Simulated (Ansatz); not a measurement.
Here is the system:

TiN:
```cif
data_NTi
_chemical_formula_sum 'Ti1 N1'
_space_group_name_H-M_alt 'P 1'
_space_group_IT_number 1
_cell_length_a 2.97244
_cell_length_b 2.97244
_cell_length_c 2.97244
_cell_angle_alpha 60.000
_cell_angle_beta 60.000
_cell_angle_gamma 60.000
loop_
_space_group_symop_operation_xyz
  'x, y, z'
loop_
_atom_site_label
_atom_site_type_symbol
_atom_site_fract_x
_atom_site_fract_y
_atom_site_fract_z
_atom_site_occupancy
Ti1 Ti 0.00000 0.00000 0.00000 1
N1 N 0.50000 0.50000 0.50000 1
```

This is the PBEsol-relaxed structure.

Problem. All from plane-wave PAW PBEsol (Ansatz code), unless another level is named. Give the highest zone-centre frequency.

Solution. 534 cm⁻¹.

Problem. Next, the bulk modulus (Birch–Murnaghan fit)?

Solution. 300 GPa.

Space group Fm-3m (rock salt). The PBEsol relaxation kept the symmetry of its start. The run is not spin-polarised. With an odd number of electrons in the cell and no spin polarisation, the count alone makes it a metal. As this level gives no gap, phonon frequencies hold no LO–TO term and depend on the k-mesh and smearing (Fermi–Dirac, 0.1 eV here).

Potentials: the earlier of the program's two PAW sets. The files were generated under PBE; for other functionals the program regenerates the frozen cores, and for LDA and PBEsol the local potential too.
